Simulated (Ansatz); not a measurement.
SnGe:
```
SnGe
1.0
    4.29969     0.00000     0.00000
    0.00000     4.32948     0.00000
    0.00000     0.00000     6.15742
Ge Sn
2 2
Cartesian
  3.22477   0.00000   5.48580
  1.07492   0.00000   0.67162
  1.07492   2.16474   2.19771
  3.22477   2.16474   3.95971
```

Relaxed with PBEsol. Special points in fractions of this cell's reciprocal vectors: Γ (0.000, 0.000, 0.000); X (0.500, 0.000, 0.000); S (0.500, 0.500, 0.000); Y (0.000, 0.500, 0.000); Z (0.000, 0.000, 0.500); U (0.500, 0.000, 0.500); R (0.500, 0.500, 0.500); T (0.000, 0.500, 0.500).

Q: List the band energies nearest the Fermi level at these points for PBEsol in the plane-wave PAW code Ansatz.

A: In eV from the Fermi level; about four levels below and three above (degenerate sets whole), none deeper than 8.9 eV; points with the same levels are listed once.

| k | below | above |
|---|---|---|
| Γ | -8.00 -2.74 -2.68 -0.92 | 0.02 0.10 0.33 |
| X | -3.30 -3.30 -1.27 -1.27 | 1.67 1.67 4.24 4.24 |
| S | -2.77 -2.77 -2.49 -2.49 | 0.63 0.63 0.90 0.90 |
| Y | -3.50 -3.13 -1.88 -0.51 | 0.77 2.72 3.86 |
| Z | -2.28 -2.01 -1.43 -1.02 | 0.75 0.94 2.17 |
| U | -1.19 -1.19 -0.09 -0.09 | 3.46 3.46 3.54 3.54 |
| R | -3.34 -3.34 -3.30 -3.30 | 3.52 3.52 3.75 3.75 |
| T | -1.20 -1.17 -0.67 -0.35 | 0.65 3.02 3.40 |

Space group Pmma. The start of the workflow was typed in or built on a structure type; neither database checked (COD, Materials Project) lists it. Whether it is the stable phase at ambient conditions was not checked. The cell was relaxed with PBEsol under the symmetry of its start; its stability against distortions is not shown here. Spin–orbit coupling is left out wherever it is not named.

Potentials: the later of the program's two PAW sets.
